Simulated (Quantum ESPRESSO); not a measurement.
pw.x input (Quantum ESPRESSO 7.5; PBEsol, PseudoDojo standard norm-conserving files, scalar-relativistic):

```
&CONTROL
  calculation = 'scf'
  pseudo_dir = './pseudo'
  outdir = './out'
  tprnfor = .true.
  tstress = .true.
/
&SYSTEM
  ibrav = 0
  nat = 3
  ntyp = 2
  ecutwfc = 84.0
  ecutrho = 336.0
  occupations = 'smearing'
  smearing = 'fd'
  degauss = 0.002
  nbnd = 22
/
&ELECTRONS
  conv_thr = 3e-10
/
ATOMIC_SPECIES
K 39.0983 K.upf
Pt 195.0840 Pt.upf
CELL_PARAMETERS angstrom
  0.000000000000   3.736123581000   3.736123581000
  3.736123581000   0.000000000000   3.736123581000
  3.736123581000   3.736123581000   0.000000000000
ATOMIC_POSITIONS crystal
K   0.750000000000   0.750000000000   0.750000000000
K   0.250000000000   0.250000000000   0.250000000000
Pt   0.000000000000   0.000000000000   0.000000000000
K_POINTS automatic
6 6 6 0 0 0
```

End of the output:

```
     total energy              =    -381.06675209 Ry
     estimated scf accuracy    <       0.00000018 Ry
     total energy              =    -381.06675221 Ry
     estimated scf accuracy    <          3.6E-09 Ry
     total energy              =    -381.06675221 Ry
     estimated scf accuracy    <          9.4E-10 Ry
[...]
     the Fermi energy is     5.5624 ev
!    total energy              =    -381.06675221 Ry
     estimated scf accuracy    <          4.2E-11 Ry
     smearing contrib. (-TS)   =      -0.00000000 Ry
     internal energy E=F+TS    =    -381.06675221 Ry
     The total energy is F=E-TS. E is the sum of the following terms:
     one-electron contribution =    -216.82528198 Ry
     hartree contribution      =     115.49731287 Ry
     xc contribution           =     -72.63322276 Ry
     ewald contribution        =    -207.10556034 Ry
     convergence has been achieved in  10 iterations
     Forces acting on atoms (cartesian axes, Ry/au):
     atom    1 type  1   force =     0.00000000    0.00000000    0.00000000
     atom    2 type  1   force =    -0.00000000   -0.00000000   -0.00000000
     atom    3 type  2   force =    -0.00000000    0.00000000    0.00000000
     Total force =     0.000000     Total SCF correction =     0.000000
     Computing stress (Cartesian axis) and pressure
          total   stress  (Ry/bohr**3)                   (kbar)     P=        0.04
   0.00000029   0.00000000   0.00000000            0.04        0.00        0.00
   0.00000000   0.00000029   0.00000000            0.00        0.04        0.00
   0.00000000   0.00000000   0.00000029            0.00        0.00        0.04
```
In a gapped system the printed Fermi energy is only some level inside the gap.

Spin-orbit coupling is not included.

Geometry relaxed with PBEsol.
